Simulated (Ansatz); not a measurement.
TaSi₂: field gradients at two levels of theory

Cell: a structure deposited in the COD whose atoms were relaxed with PBE, the cell held.

Space group P6_222 (No. 180); a = 4.7800, c = 6.5640 Å, γ = 120.00°.

| site | Wyckoff | site symmetry | x | y | z |
| --- | --- | --- | --- | --- | --- |
| Ta | 3d | 222 | 0.5000 | 0.0000 | 0.5000 |
| Si | 6j | ..2 | 0.1589 | 0.3179 | 0.5000 |

One atom of each set is listed.

First run. The numbers come from a DFT calculation in Ansatz (PBE, plane waves and PAW, scalar-relativistic, 420 eV cutoff, Γ-centred 8×8×5 k-points, Fermi–Dirac smearing 0.05 eV).

```csv
site,V_zz (10²¹ V/m²),η
Ta,6.45,0.89
Si,-2.75,0.53
```

Second run. The same atoms and settings, except that the functional is r2SCAN and the cutoff is 500 eV.

Task: Given the first result, estimate the second.

Result: 

```json
{"site": "Ta", "V_zz": "6.62", "η": "0.93", "change of V_zz": "+0.17"}
{"site": "Si", "V_zz": "-2.67", "η": "0.53", "change of V_zz": "+0.08"}
```

The largest change of V_zz is on Ta, from 6.45 to 6.62. In per cent, |V_zz| changes by +3 on Ta, -3 on Si (all sites that start above 2).

The run finds no gap above 0.1 eV (a metal, or nearly one), so the gradients can move by 10 % or more with the k-mesh. Without spin–orbit coupling the gradients at and beside Ta can be off by some per cent, at some sites by more. With these PAW files V_zz is typically within 2 to 3 % of all-electron values, but misses above 10 % occur on Ta.
